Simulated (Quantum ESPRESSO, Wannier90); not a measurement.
**Wannierisation of CsPbCl3 (cubic perovskite)**

```xyz
5
Lattice="5.6798 0.0000 0.0000 0.0000 5.6798 0.0000 0.0000 0.0000 5.6798" Properties=species:S:1:pos:R:3 pbc="T T T"
Cs     0.0000     0.0000     0.0000
Pb     2.8399     2.8399     2.8399
Cl     0.0000     2.8399     2.8399
Cl     2.8399     0.0000     2.8399
Cl     2.8399     2.8399     0.0000
```

Structure: Materials Project mp-23037, symmetrised, not relaxed again. COD (Crystallography Open Database) records the formula in this space group. Ideal cubic forms of this type are often high-temperature phases that distort on cooling; symmetry holds the cell here, and its stability was not tested. Level: PBEsol, no spin polarisation, no spin-orbit coupling; pw.x of Quantum ESPRESSO at 50 Ry with PseudoDojo potentials, 6×6×6 k-points, Wannier90. Density: 6×6×6 mesh, cold smearing 0.01 Ry. Spin-orbit coupling is left out although heavy elements are present.

Functional, cutoff and mesh named above are those of the base row (1); the first column says what each row takes instead. Model: 12 functions from bands 7-9,14-22, start SCDM (isolated) (the valence bands). Energies are relative to the valence-band maximum; the misfit is to pw.x on a path, for all bands of the set. The lattice is scaled uniformly, fractional positions fixed. Ω_total can sit in another minimum from row to row; Ω_I of an isolated set cannot.

```
scale  Ω_I (Å²)  Ω_total (Å²)  rms misfit (meV)  gap (eV)  bottom of band 7 (eV)
-----  --------  ------------  ----------------  --------  ---------------------
0.97      20.62         23.32               3.8      1.56                 -15.68
0.985     19.65         22.28               2.7      1.78                 -15.20
1         18.84         21.42               2.1      1.97                 -14.76
1.015     18.18         20.71               1.6      2.14                 -14.37
1.03      17.62         20.12               1.2      2.28                 -14.01
```
